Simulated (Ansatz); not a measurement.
AgLaS₂, ordered on the rocksalt lattice (R-3m) with 4 atoms a cell, relaxed with r2SCAN: 4 runs in the PAW code Ansatz, each a calculation of independent-particle optics. It is trigonal, R-3m (No. 166); conventional cell a = 4.260 Å, c = 17.788 Å, 23.30 Å³ an atom. Ag is surrounded by 6 S at 2.86 Å; La is surrounded by 6 S at 2.89 Å; S is surrounded by 3 Ag at 2.86 Å and 3 La at 2.89 Å. Simulation only: spin-unpolarised, and no claim that this is the phase found in nature.

```
Ag La S
1.0
     2.13004    1.22978    5.92924
    -2.13004    1.22978    5.92924
     0.00000   -2.45955    5.92924
Ag La S
1 1 2
Direct
  0.00000 0.00000 0.00000
  0.50000 0.50000 0.50000
  0.25180 0.25180 0.25180
  0.74820 0.74820 0.74820
```

On meshes this coarse, single peaks can be features of the mesh. No local fields, no excitons; the zone sum runs over the cells of the mesh, and ε∞ includes the bands left out of the spectrum. Up to four peaks are listed, those above 15 % of the tallest and inside the complete range; the four can differ from row to row.

```
functional  k mesh  broadening (eV)    scissors (eV)  range (eV)  direct gap on the mesh before scissors (eV)  ε∞ xx  ε∞ yy  ε∞ zz  complete up to (eV)  tallest peaks of mean ε₂ (eV)
       PBE   6×6×6              0.1             0.00        0–14                                         2.35   8.85   8.85   7.65                 14.0            3.15 4.35 5.45 6.15
    r2SCAN   6×6×6              0.1             0.00        0–14                                         2.69   7.65   7.65   6.68                 14.0            3.65 4.80 6.35 6.65
       LDA   6×6×6              0.1             0.00        0–14                                         2.23   9.41   9.41   8.09                 14.0            3.00 4.30 5.35 6.00
       PBE   6×6×6              0.1  0.97 (to HSE06)        0–14                                         2.35   7.52   7.52   6.60                 14.0            4.10 5.35 6.45 7.10
```

Spin-orbit coupling is left out.
